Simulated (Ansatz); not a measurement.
TaNiGe in space group Pnma (No. 62; Ta on 4c, Ni on 4c, Ge on 4c), the program Ansatz at the PBE level (PAW), all energies at zero smearing, with the estimated change up to a 700 eV cutoff added, with one set of potentials and settings (totals compare only within such a set). Cell of 12 atoms (4 Ta, 4 Ni, 4 Ge): -80273.007 eV.

| element | reference phase | E (eV/atom) |
|---|---|---|
| Ta | Im-3m, 1 atoms in the cell | -9932.2522 |
| Ni | Fm-3m, 1 atoms in the cell, spin-polarised | -5839.7239 |
| Ge | Fd-3m, 2 atoms in the cell | -4294.9847 |

Formation energy per atom, worked out: (-80273.007 − 4×(-9932.2522) − 4×(-5839.7239) − 4×(-4294.9847))/12 = -0.430 eV/atom (-42 kJ per mol of atoms), at 0 K, without zero-point energy or fitted corrections.

The workflow started from a Materials Project entry (that database holds measured and hypothetical structures alike); the Crystallography Open Database copy checked does not list it. Whether it is the stable phase at ambient conditions was not checked. The cell was relaxed with PBE under the symmetry of its start; whether a distortion lowers the energy is not shown. No spin polarisation was allowed. The references are the lowest solids computed at this level, not always the standard phases. Scalar-relativistic: spin–orbit coupling is off unless named, which matters more the heavier the elements.

Potentials: the later of the program's two PAW sets.
